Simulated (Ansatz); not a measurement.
SiO2 in space group P3_221 (No. 154; Si on 3a, O on 6c), r²SCAN in the plane-wave PAW code Ansatz, all energies at zero smearing, with the estimated change up to a 700 eV cutoff added, with one set of potentials and settings (totals compare only within such a set). Cell of 9 atoms (3 Si, 6 O): -5340.318 eV.

```csv
element,reference phase,E (eV/atom)
Si,"Fd-3m, 2 atoms in the cell",-639.0667
O,"C2/m, 4 atoms in the cell, spin-polarised",-566.0281
```

Formation energy per atom, worked out: (-5340.318 − 3×(-639.0667) − 6×(-566.0281))/9 = -2.994 eV/atom (-289 kJ per mol of atoms), at 0 K, without zero-point energy or fitted corrections.

The cell was relaxed with r²SCAN under the symmetry of its start; phonons on a q-mesh show no instability. The references are the lowest solids computed at this level, not always the standard phases (solids in place of the gases).

Potentials: the later of the program's two PAW sets.
